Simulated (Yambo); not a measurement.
```
NaCl
1.0
    0.00000     2.82980     2.82980
    2.82980     0.00000     2.82980
    2.82980     2.82980     0.00000
Na Cl
1 1
Direct
  0.00000   0.00000   0.00000
  0.50000   0.50000   0.50000
```

The PBEsol cell relaxed from Materials Project entry mp-22862 was given an isotropic strain of +1 % on all lattice vectors, and the atoms were relaxed again.

Q: Where are the main features of Im ε from RPA with local fields on PBEsol bands shifted by a G0W0 scissor of 3.11 eV (Yambo; 16×16×16 mesh, 32 bands, 4 Ry local-field block, 0.2 eV broadening; field along x)?

A: Peaks at 11.6 eV (2.9), 14.5 eV (2.3), 16.6 eV (1.5), heights in brackets. Structure narrower than a few tenths of an eV can come from the finite k mesh. Convergence of the RPA response with its 16×16×16 mesh was not tested. The scissor comes from a G0W0 run whose convergence isn't established. No excitonic effects at this level.
